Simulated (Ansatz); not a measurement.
SiSn (CsCl type, Pm-3m) under volume change, PBEsol in the plane-wave PAW code Ansatz, scaled uniformly.

| V (Å³/atom) | E − E(relaxed) (meV/atom) | P (GPa) |
|---|---|---|
| 18.585 | 45.5 | 8.67 |
| 19.198 | ___ | ___ |
| 19.811 | 4.5 | 2.40 |
| 20.423 | 0.0 | 0.00 |
| 21.036 | ___ | ___ |
| 21.649 | 14.6 | -3.62 |
| 22.261 | 31.2 | -5.01 |

Question: Some entries are withheld; supply them.

Answer: 
- 19.198, E − E(relaxed) (meV/atom): 19.0
- 19.198, P (GPa): 5.27
- 21.036, E − E(relaxed) (meV/atom): 3.9
- 21.036, P (GPa): -1.95

Question: What does a third-order Birch–Murnaghan fit give for V₀, B₀ and B′?

Answer: V₀ = 20.43 Å³/atom, B₀ = 72.3 GPa, B′ = 5.0.

A made-up cell: these elements were put on the sites of a structure type; neither database checked (COD, Materials Project) lists it. Its standing as an ambient phase is unchecked. The cell was relaxed with PBEsol under the symmetry of its start. At this level the phase is mechanically unstable. Scalar-relativistic: spin–orbit coupling is off unless named, which matters more the heavier the elements.

Potentials: the earlier of the program's two PAW sets.
